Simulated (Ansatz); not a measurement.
# Time and memory for VZnC2N3F5

```yaml
crystal:
  lattice:
    - [-3.768714, 4.5750475, 4.71605]
    - [3.768714, -4.5750475, 4.71605]
    - [3.768714, 4.5750475, -4.71605]
  atoms:
    - { symbol: V, position: [0.0, 0.0, 0.5], spin: 1.0 }
    - { symbol: V, position: [0.0, 0.5, 0.0], spin: 1.0 }
    - { symbol: Zn, position: [0.0, 0.0, 0.0] }
    - { symbol: Zn, position: [0.5, 0.0, 0.5] }
    - { symbol: C, position: [0.4166503523, 0.2774268857, 0.1392234666] }
    - { symbol: C, position: [0.6382034191, 0.2774268857, 0.3607765334] }
    - { symbol: C, position: [0.3617965809, 0.7225731143, 0.6392234666] }
    - { symbol: C, position: [0.5833496477, 0.7225731143, 0.8607765334] }
    - { symbol: "N", position: [0.3108116891, 0.1404799599, 0.1703317293] }
    - { symbol: "N", position: [0.4701482306, 0.1404799599, 0.3296682707] }
    - { symbol: "N", position: [0.5298517694, 0.8595200401, 0.6703317293] }
    - { symbol: "N", position: [0.6891883109, 0.8595200401, 0.8296682707] }
    - { symbol: "N", position: [0.6178060932, 0.3678060932, 0.25] }
    - { symbol: "N", position: [0.3821939068, 0.6321939068, 0.75] }
    - { symbol: F, position: [0.044362623, 0.294362623, 0.75] }
    - { symbol: F, position: [0.955637377, 0.705637377, 0.25] }
    - { symbol: F, position: [0.0114804504, 0.9070563671, 0.683416275] }
    - { symbol: F, position: [0.7236400921, 0.3280641753, 0.816583725] }
    - { symbol: F, position: [0.2763599079, 0.0929436329, 0.6044240832] }
    - { symbol: F, position: [0.9885195496, 0.6719358247, 0.8955759168] }
    - { symbol: F, position: [0.9885195496, 0.0929436329, 0.316583725] }
    - { symbol: F, position: [0.2763599079, 0.6719358247, 0.183416275] }
    - { symbol: F, position: [0.7236400921, 0.9070563671, 0.3955759168] }
    - { symbol: F, position: [0.0114804504, 0.3280641753, 0.1044240832] }
magnetization:
  spin_polarized: true
kpoints:
  mp_grid: { grid: [6, 6, 6] }
scf:
  occupations: { method: fermi_dirac, width: 0.05 }
hamiltonian:
  xc: pbe
  pseudopotentials: { kind: paw }
output:
  forces: true
  stress: true
  populations: true
  efg:
    quadrupole_moments_barn: { V: -0.052, Zn: 0.122, "N": 0.02044 }
    contact_densities: true
  write_density: true
  write_potential: true
  elf: true
  volumetric_format: npy
```

```sh
ansatz run input.yaml --threads 2 --pin off --max-ram 5120MiB --backend cpu --events-out ev --progress --plain --runs-dir out
```

It runs on 2 threads of Arm Neoverse N1 (aarch64; 36 cores open to the job, memory cap 5.0 GiB, no GPU), a shared host with a load of 0.9 a core.

Problem. Estimate the wall time and the peak memory.

Solution. About 11 min of wall time (23 min of CPU time) and 2.3 GiB. The run holds 166 valence electrons in 108 bands, about 6385 plane waves a k-point and 46 irreducible k-points, and took 22 SCF iterations. Times on a shared host vary by tens of per cent.
